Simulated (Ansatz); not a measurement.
Si (diamond), relaxed with r²SCAN (Ansatz, a program for electronic structure, plane waves, PAW): a = 5.4441 Å, b = 5.4441 Å, c = 5.4441 Å, α = 90.00°, β = 90.00°, γ = 90.00°.

- gap (eV): 0.77

Task: The same phase is relaxed and computed with r²SCAN+D4 in the same code. What are the cell and these values now?

Result: a = 5.4288 Å, b = 5.4288 Å, c = 5.4288 Å, α = 90.00°, β = 90.00°, γ = 90.00°.

* **gap (eV)**: 0.76

All cells were relaxed under the symmetry of their starts (and spin orders); stability against distortions was not tested throughout.

Potentials: the earlier of the program's two PAW sets.

Ansatz is a plane-wave DFT program.
